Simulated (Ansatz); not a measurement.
## ReOs: strain energy, fitted

ReOs, P-6m2, a = 2.753 Å, c = 4.364 Å. The structure is a Materials Project entry; whether it is the stable form wasn't checked. Ansatz: r2SCAN, PAW, 500 eV, Γ-centred 18×18×10 mesh on 2 atoms, Gaussian smearing 0.10 eV; no spin polarisation. Series: biaxial strain in the a-b plane, c and atoms relaxed; x is the strain in per cent. y is the free energy over the unstrained cell, V0 = 14.325 Å³/atom.

```
x (%) y (meV/atom)
 -3.0         75.61
 -2.0         32.35
 -1.0          7.68
  0.0          0.00
  1.0          7.14
  2.0         27.82
  3.0             ?
```

Q: Fit y = c2 x² + c3 x³ to the other rows, turn c2 into a modulus, and predict the missing energy.

A: Least squares on the rows shown. y = 7.5247 x² − 0.29075 x³. In eV per unit strain² c2 is 75.25; M is the biaxial modulus (E = M V0 ε²): 75.25 × 160.2 / (14.325) = 842 GPa. At x = 3.0 the fit asked for gives 59.87 meV/atom. The run gave 60.73 meV/atom, so the fit is 0.86 meV/atom too low, 1.1 % of the span of the series, against an rms of 0.09 meV/atom on the fitted rows. The row lies outside the fitted range. With a term in x⁴ added, a fit to the same known rows predicts 60.46 meV/atom, so most of the miss is curvature that the known rows already hold.

Spin–orbit coupling is left out, which can shift energies with elements as heavy as these.